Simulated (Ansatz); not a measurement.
Theory: DFT PBE, scalar-relativistic, plane waves, PAW (Ansatz 0.2.0). All cells share a 420 eV cutoff and Γ-centred k meshes spaced about 0.3 Å⁻¹ or finer (0.25 for metals, 2π included). No spin polarisation.

Relaxed structures of BaCd3Se4, with energies over the first row. Coordination counts Se atoms around Ba and Cd (those within 1.25 times the shortest such distance or 1.15 times the sum of covalent radii, 1.27 where that leaves under three; a plus sign parts nearer from farther groups; the shortest distance is added where it exceeds 1.18 times the sum of covalent radii; a slash parts the counts of unlike sites).

| # | form | sites | V (Å³/atom) | coordination | ΔE (meV/atom) |
| --- | --- | --- | --- | --- | --- |
| 1 | P-4m2 | Ba 1a; Cd 2f, 1d; Se 2g, 2g | 33.7 | Ba 4, Cd 4 | 0 |
| 2 | P2/m | Ba 1c; Cd 1h, 1a, 1e; Se 2n, 2m | 27.4 | Ba 6, Cd 2+4/4+2/6 | 57 |
| 3 | I-42m | Ba 2a; Cd 4c, 2b; Se 8i | 27.3 | Ba 4+4, Cd 4 | 72 |
| 4 | I422 | Ba 2a; Cd 4c, 2b; Se 8j | 26.3 | Ba 8, Cd 4/8 from 3.3 Å | 114 |

A further structure, relaxed alike:

```yaml
crystal:
  lattice:
    - [6.47399, 0.00000, 0.00000]
    - [0.00000, 6.47399, 0.00000]
    - [0.00000, 0.00000, 6.47399]
  atoms:
    - { symbol: Ba, position: [0.00000, 0.00000, 0.00000] }
    - { symbol: Cd, position: [0.00000, 0.50000, 0.50000] }
    - { symbol: Cd, position: [0.50000, 0.50000, 0.00000] }
    - { symbol: Cd, position: [0.50000, 0.00000, 0.50000] }
    - { symbol: Se, position: [0.72482, 0.72482, 0.27518] }
    - { symbol: Se, position: [0.72482, 0.27518, 0.72482] }
    - { symbol: Se, position: [0.27518, 0.72482, 0.72482] }
    - { symbol: Se, position: [0.27518, 0.27518, 0.27518] }
```

Task: Where does it fall in the ranking, and at what energy?

Result: It falls between rows 1 and 2, 14 meV/atom above row 1, with space group P-43m (No. 215) and 33.9 Å³/atom. Counting Se atoms around Ba and Cd, this cell and row 1 both have Ba 4, Cd 4. Ba has 4 Se at 3.09 Å; Cd is surrounded by 4 Se at 2.72 Å; Se has 3 Cd at 2.72 Å and 1 Ba at 3.09 Å.

With atoms moved at random, row 2 went lower on a coarse mesh, which no converged run confirmed. With atoms moved at random, row 1 (by 53 meV/atom) fell into a lower structure and the further cell came back. Row 3 and row 4 had no clear such test and can be saddle points.
